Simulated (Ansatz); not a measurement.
The elements of this relaxed trial crystal are hidden behind letters.

```
lattice vectors (Å)
   0.0000    4.0994    4.0994
   4.0994    0.0000    4.0994
   4.0994    4.0994    0.0000
fractional positions
X 0.5000 0.5000 0.5000
X 0.5000 0.0000 0.0000
X 0.5000 0.0000 0.5000
X 0.0000 0.5000 0.5000
X 0.0000 0.5000 0.0000
X 0.5000 0.5000 0.0000
X 0.0000 0.0000 0.5000
Z 0.0000 0.0000 0.0000
```

These are results of DFT PBE, scalar-relativistic, plane waves, PAW in Ansatz, not measurements. The final run on the 8-atom cell used 420 eV, a Γ-centred 8×8×8 mesh, 0.10 eV smearing and no spin polarisation.

- Space group: Fm-3m (No. 225)
- Conventional cell: a = 8.199 Å
- Volume per atom: 17.22 Å³
- Density: 0.97 g/cm³
- Formation energy: −0.23 eV/atom
- Gap on the 8×8×8 mesh of the 8-atom cell: 0 eV (a metal)

Energies are uncorrected and count from the elements' standard states at the same level.

**Question.** X is an s-block element of period 2 and Z is a p-block element of period 3. Which elements are they?

**Answer.** X = Li, Z = S, so the formula is Li7S. Density times volume gives a mean mass of 0.97 × 17.22/1.6605 = 10.1 u per atom, and this set has 10.1 u. Among the elements that the hints allow, noble gases aside, only these give it. Li on a site of symmetry m-3m is surrounded by 12 Li at 2.90 Å; around Li on a site of symmetry mmm lie 10 Li at 2.90 Å and 2 S at 2.90 Å; S has 12 Li at 2.90 Å.

A structure relaxed within its symmetry needn't be a true minimum.
